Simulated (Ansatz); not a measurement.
Single point in Ansatz 0.2.0 with r2SCAN, no spin polarisation. Cutoff 500 eV, PAW datasets, 6×6×6 Γ-centred k mesh, cold filling (width 0.1632 eV).

Computed maps in the lattice plane spanned by b (left to right, 5.51 Å, 17 points from zero) and c (bottom to top, 5.51 Å, 17 points from zero), 90° apart, at height 0.000 along a. The fields are smooth PAW ones with compensation charges, not the true ones near nuclei.

Valence density. Digits on a logarithmic scale: 0 up to 0.03 e/Å³, each further digit a factor of 1.6, 9 from 1.3 e/Å³ up:
```
99734679999764379
97423568998653247
43222456776542223
44322344554432234
66543223333223456
87654224554224567
99864348998434689
99975359999535799
99975359999535799
99864348998434689
87654224554224567
66543223333223456
44322344554432234
43222456776542223
97423568998653247
99734679999764379
99944689999864499
```

Question: The cell is Na$_{4}$Se$_{3}$. Which atoms lie within 0.2 Å of this plane, and where (fractions of b and c)?

Answer: Na at (0.00, 0.00), Na at (0.50, 0.50), Se at (0.50, 0.00), Se at (0.00, 0.50). The whole cell:
```
CELL_PARAMETERS angstrom
5.50647 0.00000 0.00000
0.00000 5.50647 0.00000
0.00000 0.00000 5.50647
ATOMIC_POSITIONS crystal
Na 0.00000 0.00000 0.00000
Na 0.00000 0.50000 0.50000
Na 0.50000 0.00000 0.50000
Na 0.50000 0.50000 0.00000
Se 0.50000 0.00000 0.00000
Se 0.00000 0.50000 0.00000
Se 0.00000 0.00000 0.50000
```

Origin: a known structure type with other elements, at an estimated volume, so it need not be a known compound. Caveats: many states at the Fermi level without spin polarisation, so a magnetic state may lie lower; wide smearing.
